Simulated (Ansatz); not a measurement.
Sr (Fm-3m), an elastic constant from a strain scan

Level of theory: DFT PBE, scalar-relativistic, plane waves, PAW in Ansatz. Settings: plane waves to 420 eV, k-mesh 14×14×14 (Γ-centred), Gaussian smearing 0.15 eV. No spin polarisation. Energies are free energies at this smearing, counted from the undisturbed cell; pressure is positive in compression.

The undisturbed cell (as given, not relaxed at this level; it stands at -0.3 GPa):

```
CELL_PARAMETERS angstrom
0.00000 3.04235 3.04235
3.04235 0.00000 3.04235
3.04235 3.04235 0.00000
ATOMIC_POSITIONS crystal
Sr 0.00000 0.00000 0.00000
```

The cell is strained by ε times the Voigt pattern (0, 0, 0, 0, 1, 0) (xx, yy, zz, yz, xz, xy; engineering shear) with fractional coordinates fixed. The cell holds 1 atom in V0 = 56.32 Å³. The stress column is τ = (1/V0) dE/dε, got from the stress tensor σ (compression positive) at each point as −det(1 + εP) σ : P(1 + εP)⁻¹, with P the pattern as a tensor.

| ε | ΔE (meV/atom) | τ (GPa) |
| --- | --- | --- |
| -0.0175 | 0.539 | -0.176 |
| -0.0150 | 0.396 | -0.150 |
| -0.0125 | 0.275 | -0.125 |
| -0.0100 | 0.176 | -0.100 |
| -0.0075 | 0.099 | -0.075 |
| -0.0050 | 0.044 | -0.050 |
| -0.0025 | 0.011 | -0.025 |
| 0.0000 | 0.000 | 0.000 |
| 0.0025 | 0.011 | 0.025 |
| 0.0050 | 0.044 | 0.050 |
| 0.0075 | 0.099 | 0.075 |
| 0.0100 | 0.176 | 0.100 |
| 0.0125 | 0.275 | 0.125 |
| 0.0150 | 0.396 | 0.150 |
| 0.0175 | 0.539 | 0.176 |
| 0.0200 | ? | ? |

Which combination of elastic constants does this scan measure, and how large is it?

For small ε, τ = τ0 + Kε with K = pᵀCp, which for this pattern is C44 in the cubic axes. The parabola through τ at ε = -0.0025, 0 and 0.0025 has slope K = 10.0 GPa at zero. The energies per cell, E = NΔE, of the wider pair ε = ±0.0175 give K = 2[E(ε₊)/ε₊ − E(ε₋)/ε₋]/[(ε₊ − ε₋)V0] = 10.0 GPa, in agreement.

Predict the withheld row at ε = 0.0200 from the harmonic law, and compare.

ΔE = V0(τ0 ε + Kε²/2)/N = 0.703 meV/atom and τ = 0.20 GPa. The calculation gives 0.705 meV/atom and 0.20 GPa, a miss of 0.01 meV/atom at most, so the harmonic law still holds here.

In a metal these slopes depend on the k mesh and the smearing.